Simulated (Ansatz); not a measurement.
# Structure relaxation, TiTe₂

The start is a relaxed TiTe2 cell displaced along its unstable phonon at q = (0, 0, ½) of its primitive reciprocal cell (62i cm⁻¹), largest move 0.15 Å. A full variable-cell relaxation at zero pressure is run with PBE (plane waves to 420 eV, PAW, scalar-relativistic; Ansatz, a first-principles code). The first steps use a coarse 7×7×3 k-mesh.

Initial structure:
```
TiTe2
1.0
    4.84625     0.00000     0.00000
    0.00000     4.84625     0.00000
    0.00000     0.00000    14.07865
Ti Te
4 8
Direct
  0.00000   0.96905   0.00000
  0.00000   0.03095   0.50000
  0.50000   0.53095   0.25000
  0.50000   0.46905   0.75000
  0.00000   0.51242   0.14868
  0.00000   0.48758   0.64868
  0.50000   0.01710   0.35132
  0.50000   0.98290   0.85132
  0.00000   0.51710   0.39868
  0.00000   0.48290   0.89868
  0.50000   0.98758   0.10132
  0.50000   0.01242   0.60132
```

Which atoms feel the largest initial force, and how large is it?

0.16 eV/Å, on Te7, Te8, Te9, Te10 (atoms numbered as listed).

By how much does the energy per atom fall from start to end?

0.23 eV/atom.

How does the volume change?

-4.6 %, from 27.55 to 26.28 Å³/atom.

Is the parent structure recovered?

It does not go back: it reaches Pnma (No. 62), 0.23 eV/atom below the parent.

How do the shortest distances between atoms change?

The closest pairs of elements (up to four, under 3.6 Å), start → end: Te–Ti 2.75 → 2.79 Å; Te–Te 3.41 → 3.43 Å.

Is the relaxed structure metallic? Give its gap.

No clear gap: the sampled points leave 0.01 eV away from the symmetry points, which may be a band crossing missed between them.

Final values are on a 4×12×9 k-mesh of the relaxed cell. No spin polarisation in the result. Spin-orbit coupling is missing; with elements this heavy it can move band edges by tenths of an eV or more.

The run could not lose the symmetry of its start: the end is stationary, and may be a saddle point rather than a minimum.

The relaxed structure here is a generated cell of TiTe2: the first start was made by placing the elements on the sites of a structure type, and the end was not matched to a known phase here, so it may be hypothetical. Known forms of TiTe2 include space group No. 164.
